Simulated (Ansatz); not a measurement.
MoS₂ in space group P6_3/mmc (No. 194; Mo on 2d, S on 4f) under volume change, DFT-PBE+D3(BJ) in the program Ansatz with PAW potentials, shape and atoms relaxed at each volume.

```csv
V (Å³/atom),E − E(relaxed) (meV/atom),P (GPa)
15.749,29.9,7.18
16.269,11.9,4.09
16.788,…,…
17.307,0.0,0.00
17.826,…,…
18.345,7.1,-1.90
18.865,13.9,-2.27
```

Some entries are withheld; supply them.


- 17.826, E − E(relaxed) (meV/atom): 2.0
- 17.826, P (GPa): -1.18
- 16.788, E − E(relaxed) (meV/atom): 2.6
- 16.788, P (GPa): 1.72

What does a third-order Birch–Murnaghan fit give for V₀, B₀ and B′?

V₀ = 17.31 Å³/atom, B₀ = 46.2 GPa, B′ = 11.4.

Symmetry was held in the PBE+D3(BJ) relaxation; phonons on a q-mesh show no instability. The run is not spin-polarised.

Potentials: the later of the program's two PAW sets.
